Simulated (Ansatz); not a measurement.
Values for one crystal, relaxed and computed with the program Ansatz at the r²SCAN level (PAW); other levels are named.

| Quantity | Value |
|---|---|
| Volume per atom | 14.05 Å³ |
| Electronic character | metallic (no gap) |
| Density of states at the Fermi level | 0.09 states/eV per atom (mean over ±0.08 eV) |
| Pressure derivative B′ | 5.1 |
| Bulk modulus (Birch–Murnaghan fit) | 1560 kbar |
| Formation energy from the elements (no fitted shifts) | -1.77 eV/atom |

**Question.** Pick the material that matches.
A) Cu3Ge, Pmmn (Cu on 2b, Cu on 4e, Ge on 2a)
B) GeOs, P-6m2 (Os on 1a, Ge on 1f)
C) ZrGeO, P4/nmm (Zr on 2c, Ge on 2a, O on 2c)
D) Co2Si, P4/nmm (Co on 2a, Co on 2c, Si on 2c)

**Answer.** C, ZrGeO, P4/nmm (Zr on 2c, Ge on 2a, O on 2c)

The start of the workflow was typed in or built on a structure type; neither database checked (COD, Materials Project) lists it. Whether it is the stable phase at ambient conditions was not checked. The r²SCAN relaxation kept the symmetry of its start; its stability against distortions is not shown here. The run is not spin-polarised. The references are the lowest solids computed at this level, not always the standard phases (solids in place of the gases). Scalar-relativistic: spin–orbit coupling is off unless named, which matters more the heavier the elements.

Potentials: the earlier of the program's two PAW sets. The files were generated under PBE; for other functionals the program regenerates the frozen cores, and for LDA and PBEsol the local potential too.
